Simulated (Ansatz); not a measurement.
TiC (CsCl type, space group No. 221) at seven volumes, DFT-LDA in the program Ansatz with PAW potentials, scaled uniformly. One row is withheld.

```csv
V (Å³/atom),P (GPa)
8.549,28.68
8.830,17.68
9.112,8.16
9.394,0.01
9.676,?
9.958,-12.92
10.239,-18.10
```

Q: Fit the shown pressures and predict the withheld one.

A: P = (3/2)B₀(x^(7/2) − x^(5/2))[1 + (3/4)(B′ − 4)(x − 1)] with x = (V₀/V)^(2/3). Least squares on the six rows gives V₀ = 9.395 Å³/atom, B₀ = 251 GPa, B′ = 4.08. At V = 9.676, x = 0.9805 and P = -6.97 GPa. The run itself gave -6.95 GPa.

Space group Pm-3m (CsCl type). The cell is a constructed one: a structure type filled with these elements; neither database checked (COD, Materials Project) lists it. It is not the phase usual at ambient conditions (space group No. 225). The LDA relaxation kept the symmetry of its start. At this level the phase is mechanically unstable. No spin polarisation was allowed.

Potentials: the later of the program's two PAW sets.
